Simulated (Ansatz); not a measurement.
Calculated with Ansatz: NiPtF6, relaxation

Input:

```yaml
crystal:
  lattice:
    - [2.44236831, 1.41010357, 4.51813367]
    - [-2.44236831, 1.41010357, 4.51813367]
    - [0.0, -2.82020715, 4.51813367]
  atoms:
    - { symbol: Ni, position: [0.5, 0.5, 0.5] }
    - { symbol: F, position: [0.242, 0.627, 0.882] }
    - { symbol: F, position: [0.882, 0.242, 0.627] }
    - { symbol: F, position: [0.627, 0.882, 0.242] }
    - { symbol: F, position: [0.758, 0.373, 0.118] }
    - { symbol: F, position: [0.118, 0.758, 0.373] }
    - { symbol: F, position: [0.373, 0.118, 0.758] }
    - { symbol: Pt, position: [0.0, 0.0, 0.0] }
kpoints:
  mp_grid: { grid: [5, 5, 5], shift: [0, 0, 0] }
magnetization:
  spin_polarized: true
scf:
  occupations: { method: cold, width: 0.0437 }
  lower_state_search: "off"
hamiltonian:
  pseudopotentials: { kind: paw }
  xc: r2scan
basis:
  ecutwfc: 500
  fft_grid_basis: typed
relax:
  max_steps: 40
  cell: { p_target: 0.0 }
  f_tol: 0.03
output:
  forces: true
  stress: true
  eigenvalues: true
  bader: true
  populations: true
  elf: true
  write_potential: true
  volumetric_format: npy
  dos:
    e_range: [-12, 8]
    de: 0.05
    projected: { site_lists: { F: [F], Ni: [Ni], Pt: [Pt] } }
  write_density: true
checkpoint:
  read: saved_state
```

The command:

```bash
ansatz run input.yaml --threads 2 --pin off --max-ram 4096MiB --backend cpu --events-out ev --progress --plain --runs-dir out
```

Origin of the cell: a database entry, scaled a little.

The saved state is a converged single point of the same cell, with its larger moments on Ni1 up.

Output (shortened):

```
Warning: crystal.lattice misses the space group found at crystal.symmetry.tolerance 1.0e-5 in a digit that the deck types, which is why this is a warning: making the lattice exact moves one o […]
band count auto-derived: 49 (N_el = 78.0; filled up to band 39; 47 by the electrons, moments and atoms)
Pseudopotentials: kind: paw
Pseudopotential: Ni, paw, valence charge 18, recommended cutoff 500 eV (meta_gga), Ni.paw.azcp
Pseudopotential: F, paw, valence charge 7, recommended cutoff 500 eV (meta_gga), F.paw.azcp
Pseudopotential: Pt, paw, valence charge 18, recommended cutoff 500 eV (meta_gga), Pt.paw.azcp
Functional definition: r2SCAN
  exchange = r2scan_x(k0 = k0, k1 = k1, a1 = a1)
  correlation = r2scan_c
Crystal: 8 atoms, lattice volume = 93.363 Å³
Basis set: ecut = 500 eV, 2375 PW (Γ), exchange–correlation on 160×160×160 points (64 copies of the dense FFT grid, shifted against one another)
[… 14 lines left out …]
Initial density: read from a saved state, or passed on in memory by an earlier SCF of this step, an earlier step, the calling program or the single point that the run made first
Functional: x = r2scan, c = r2scan; τ floored in thin density (d = 2e-4 eV/Å³)
SCF iter   1: F=—  HF=-23235.278842 eV  Δρ=3.13e-2  dr2=9.26e-2  dr2_τ=1.99e-2  dr2_m=1.80e-1  M=2.000 μB ∫|m|=2.106 μB
SCF iter   2: F=—  HF=-23236.732107 eV  S|Δr|=    0.00e0  Δρ=2.23e-2  dr2=4.72e-2  dr2_τ=2.58e0  dr2_m=9.02e-2  M=2.000 μB ∫|m|=2.111 μB
SCF iter   3: F=—  HF=-23237.417492 eV  S|Δr|=    0.00e0  Δρ=1.72e-3  dr2=4.45e-3  dr2_τ=3.09e-4  dr2_m=2.80e-4  M=2.000 μB ∫|m|=2.085 μB
SCF iter   4: F=—  HF=-23237.417754 eV  S|Δr|=    0.00e0  Δρ=7.67e-4  dr2=6.47e-4  dr2_τ=6.08e-5  dr2_m=1.83e-4  M=2.000 μB ∫|m|=2.084 μB  defer=5
SCF iter   5: F=—  HF=-23237.418297 eV  S|Δr|=    0.00e0  Δρ=4.05e-4  dr2=1.65e-4  dr2_τ=9.84e-6  dr2_m=5.58e-5  M=2.000 μB ∫|m|=2.082 μB  defer=5
SCF iter   6: F=—  HF=-23237.418463 eV  S|Δr|=    0.00e0  Δρ=2.73e-4  dr2=1.54e-4  dr2_τ=4.48e-6  dr2_m=1.38e-5  M=2.000 μB ∫|m|=2.081 μB  defer=5
SCF iter   7: F=—  HF=-23237.418459 eV  S|Δr|=    0.00e0  Δρ=9.87e-5  dr2=1.69e-5  dr2_τ=5.76e-7  dr2_m=3.08e-6  M=2.000 μB ∫|m|=2.080 μB  defer=5
SCF iter   8: F=—  HF=-23237.418470 eV  S|Δr|=    0.00e0  Δρ=2.54e-5  dr2=8.50e-7  dr2_τ=3.17e-8  dr2_m=1.16e-7  M=2.000 μB ∫|m|=2.080 μB  defer=5
SCF iter   9: F=-23237.418471 eV  HF=-23237.418471 eV  S|Δr|=    0.00e0  Δρ=1.06e-5  dr2=3.98e-8  dr2_τ=6.63e-10  dr2_m=2.17e-8  M=2.000 μB ∫|m|=2.080 μB
relax step   1: F+E_penalty+E_count = -23237.418471 eV  Δ(F+E_penalty+E_count) = +0.000e0 eV  max|allowed force component| = 1.286e0 eV/Å  Δτ_max = 0.0000 Å  P = +14.636 GPa  Ω = 93.363 Å³  ( […]
relax step   2: F+E_penalty+E_count = -23237.800801 eV  Δ(F+E_penalty+E_count) = -3.823e-1 eV  max|allowed force component| = 3.285e-1 eV/Å  Δτ_max = 0.0405 Å  P = +3.565 GPa  Ω = 96.740 Å³ […]
relax step   3: F+E_penalty+E_count = -23237.858111 eV  Δ(F+E_penalty+E_count) = -5.731e-2 eV  max|allowed force component| = 9.051e-2 eV/Å  Δτ_max = 0.0488 Å  P = +0.112 GPa  Ω = 96.621 Å³ […]
relax step   4: F+E_penalty+E_count = -23237.867415 eV  Δ(F+E_penalty+E_count) = -9.304e-3 eV  max|allowed force component| = 4.923e-2 eV/Å  Δτ_max = 0.0337 Å  P = -0.373 GPa  Ω = 95.466 Å³ […]
relax step   5: F+E_penalty+E_count = -23237.868414 eV  Δ(F+E_penalty+E_count) = -9.995e-4 eV  max|allowed force component| = 8.553e-3 eV/Å  Δτ_max = 0.0040 Å  P = -0.085 GPa  Ω = 95.205 Å³ […]
relax step   6: F+E_penalty+E_count = -23237.868544 eV  Δ(F+E_penalty+E_count) = -1.299e-4 eV  max|allowed force component| = 8.392e-4 eV/Å  Δτ_max = 0.0006 Å  P = +0.004 GPa  Ω = 95.130 Å³ […]
relax step   7: F+E_penalty+E_count = -23237.870635 eV  Δ(F+E_penalty+E_count) = -2.091e-3 eV  max|allowed force component| = 9.682e-4 eV/Å  Δτ_max = 0.0000 Å  P = -0.017 GPa  Ω = 95.130 Å³  stress off target by 1.73e-2 GPa […]
SCF 7 converged in 9 iterations: F = -23237.870635 eV  dr2 = 5.68e-12
basis re-selected at this cell: Δ(F+E_penalty+E_count) = -2.091e-3 eV, ΔP = -0.021 GPa vs the last step (what re-selecting the basis moved, of the pressure what is left beyond the Pulay corre […]
SCF converged after 9 iterations
Stability not checked: this state was not tested for a lower state beside it, because cold or Methfessel-Paxton smearing, or corrected tetrahedra, fill the levels in a way that the test cannot read (fill_not_monotonic; […]
Magnetization: 2.0000 μB (40.0000 up, 38.0000 down)
Absolute magnetization: 2.0906 μB (∫|ρ↑−ρ↓|, with the PAW one-centre terms)
Spin contamination: 0.0081 ħ² per cell (⟨S²⟩ above its minimum at these occupations)
Per-site moments (μB) at R_I (Å): [(1.697109, 0.817540), (0.033761, 0.804624), (0.033761, 0.804624), (0.033761, 0.804624), (0.033761, 0.804624), (0.033761, 0.804624), (0.033761, 0.804624), (0.031283, 0.804624)]
Free energy (F): -23237.870635 eV
Harris-Foulkes:  -23237.870635 eV  (|F-HF|=3.64e-12)
Internal energy: -23237.870635 eV  (E = F + TS)
E sigma→0 (E₀):  -23237.870635 eV
Fermi energy:    6.579999 eV
--- Per-component energies (eV) ---
  E_band       = -1183.820357
  E_kinetic    = 2145.962015
  E_local      = -10799.354600  (includes V_loc(G=0)·N_el)
  E_nonlocal   = 1288.329989
  E_hartree    = 4255.616274
  E_xc         = -795.342912
  E_vxc        = -1135.358123  (∫ρ·V_xc dr)
  E_paw        = -12342.922113  (= ΣΔE_a)
  E_vpaw       = -1273.117932  (= ΣTr[D̂ρ^β])
  E_aug_tail   = 0.007157  (compensation charges beyond the density's cutoff)
  E_vtau       = 78.478472  (kinetic-family band-sum trace: ∫τ·v_τ [+ j·A + Jᵃ·Aᵃ] dr)
  E_ewald      = -6989.446533
  E_core_change = -0.719912  (= ΣΔE_core)
  E_smearing   = 0.000000  (= −TS)
  Σ components = -23237.870635   (vs F -23237.870635, Δ=0.00e0)
--- Forces (eV/Å), atoms counted from 1 ---
  atom   1  Ni     0.000000     0.000000     0.000000
  atom   2  F     -0.000220    -0.000435     0.000968
  atom   3  F      0.000487     0.000026     0.000968
  atom   4  F     -0.000266     0.000408     0.000968
  atom   5  F      0.000220     0.000435    -0.000968
  atom   6  F     -0.000487    -0.000026    -0.000968
  atom   7  F      0.000266    -0.000408    -0.000968
  atom   8  Pt     0.000000     0.000000     0.000000
  max |Σ_I F_I| component: 1.52e-18 eV/Å
--- Stress (GPa, compression-positive) ---
       -0.017076       0.000027       0.000000
       -0.000027      -0.017076       0.000000
       -0.000000       0.000000      -0.017331
  P = ⅓ Tr σ = -0.0172 GPa (-0.172 kbar)
--- Relaxed structure (6 steps of the walk, 6 accepted, 1 SCFs on fresh bases) ---
  F+E_penalty+E_count = -23237.870635 eV   max|allowed force component| = 9.682e-4 eV/Å   (the final SCF, on the basis selected at the relaxed cell)
  cell:  # Å, volume = 95.1296 Å³
    - [2.457965, 1.419107, 4.545416]
    - [-2.457965, 1.419107, 4.545416]
    - [2.257e-19, -2.838214, 4.545416]
  atoms:
    - { symbol: Ni, position: [0.500000, 0.500000, 0.5] }
    - { symbol: F, position: [0.246316, 0.600084, 0.904787] }
    - { symbol: F, position: [0.904787, 0.246316, 0.600084] }
    - { symbol: F, position: [0.600084, 0.904787, 0.246316] }
    - { symbol: F, position: [0.753684, 0.399916, 0.095213] }
    - { symbol: F, position: [0.095213, 0.753684, 0.399916] }
    - { symbol: F, position: [0.399916, 0.095213, 0.753684] }
    - { symbol: Pt, position: [-6.212e-19, 4.441e-19, 2.310e-19] }
--- Löwdin populations: 8 sites ---
  site symbol       q [e]    m [muB]
     0     Ni     16.5740     1.7084
     1      F      7.5077     0.0415
     2      F      7.5077     0.0415
     3      F      7.5077     0.0415
     4      F      7.5077     0.0415
     5      F      7.5077     0.0415
     6      F      7.5077     0.0415
     7     Pt     16.0852     0.0368
  spilling = 0.003778 (of n_electrons = 78.000000)
--- Bader charges: 8 sites ---
  site symbol  charge [e]  shift [e]    m [muB]
     0     Ni      1.5432     0.0072     1.7443
     1      F     -0.5993     0.0024     0.0353
     2      F     -0.5993     0.0024     0.0353
     3      F     -0.5993     0.0024     0.0353
     4      F     -0.5993     0.0024     0.0353
     5      F     -0.5993     0.0024     0.0353
     6      F     -0.5993     0.0024     0.0353
     7     Pt      2.0528     0.0074     0.0442
  estimated error of the sums over rays = 2.2e-4 e
```

The starting structure.

Space group R-3 (No. 148); the run's cell has a = 5.326 Å, b = 5.326 Å, c = 5.326 Å, α = 54.59°, β = 54.59°, γ = 54.59°. Shortest distances: F–Pt 1.88 Å, F–Ni 1.94 Å, F–F 2.61 Å.

After:

Space group R-3 (No. 148); the run's cell has a = 5.359 Å, b = 5.359 Å, c = 5.359 Å, α = 54.60°, β = 54.60°, γ = 54.60°. Shortest distances: F–Pt 1.95 Å, F–Ni 1.98 Å, F–F 2.75 Å.

| Quantity | Value |
| --- | --- |
| Free energy lowered by | 56.5 meV/atom |
| Volume change | 1.89 % |
| Final pressure | -0.02 GPa |
| Relaxation steps listed | 7 |
| Formation energy (elements under the same functional, gases as molecules, uncorrected) | -1.832 eV/atom |
| Site moments at the end (small spheres, which read low) | Ni1 +1.7 μB |
| Total moment | 2.00 μB |

Caveats: no spin-orbit coupling, though heavy elements are present; the magnetic state was chosen at the start cell and may not be the lowest after relaxing; the relaxation held the start's symmetry, so the end may be a saddle point.

The run took 5.1 min on 2 threads of Arm Neoverse N1, on a shared host, peak memory 0.82 GiB, from a saved density.
